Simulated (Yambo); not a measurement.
Given:

```
CELL_PARAMETERS angstrom
      2.57619     1.48736     5.44173
     -2.57619     1.48736     5.44173
      0.00000    -2.97473     5.44173
ATOMIC_POSITIONS crystal
  N  0.77698 0.77698 0.77698
  N  0.27698 0.27698 0.27698
  O  0.48858 0.00823 0.33590
  O  0.00823 0.33590 0.48858
  O  0.33590 0.48858 0.00823
  O  0.83590 0.50823 0.98858
  O  0.98858 0.83590 0.50823
  O  0.50823 0.98858 0.83590
  Ag 0.00345 0.00345 0.00345
  Ag 0.50345 0.50345 0.50345
```

Workflow: norm-conserving PBEsol (Quantum ESPRESSO, 84 Ry, scalar-relativistic), then G0W0 in Yambo (2×2×2 Γ-centred k mesh, bands 9 to 199 and a 7 Ry block in the screening, 199 bands in G with the Bruneval-Gonze terminator, plasmon pole fitted at 27.2 eV).

Question: Give the PBEsol and G0W0 gaps between the band edges found on this mesh, and say where the edges lie.

Answer: Edges: F → Γ. PBEsol: 1.78 eV; G0W0: 4.14 eV. The mesh misses an edge: along a dense path the PBEsol gap is 1.72 eV. Nearest settings tried, and what they do to the gap: 136 bands in W, 136 bands in G: +42 meV; 6 Ry block (219 vectors against 261): +15 meV. Not varied: mesh. So the settings aren't converged at that level. The k mesh is coarse. Spin-orbit splittings are left out.

Geometry of the Materials Project entry, not relaxed at this level.

The structure is a Materials Project entry; no match was found in the copy of COD used, and its stability was not checked.
